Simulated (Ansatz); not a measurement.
WC in space group P6/mmm (No. 191; W on 3f, C on 1a, C on 2d) under volume change, PBE (plane waves, PAW; program Ansatz), shape and atoms relaxed at each volume.

```tsv
V (Å³/atom)	E − E(relaxed) (meV/atom)	P (GPa)
11.379	104.2	32.25
11.755	43.7	19.73
12.130	10.3	9.07
12.505	0.0	0.00
12.880	9.3	-7.72
13.255	35.2	-14.25
13.630	75.3	-19.81
```

Q: What does a third-order Birch–Murnaghan fit give for V₀, B₀ and B′?

A: V₀ = 12.50 Å³/atom, B₀ = 278 GPa, B′ = 4.4.

The cell is a constructed one: a structure type filled with these elements; neither database checked (COD, Materials Project) lists it. It is not the phase usual at ambient conditions (space group No. 187). The cell was relaxed with PBE under the symmetry of its start; whether a distortion lowers the energy is not shown. No spin polarisation was allowed. Spin–orbit coupling is left out wherever it is not named.

Potentials: the later of the program's two PAW sets.
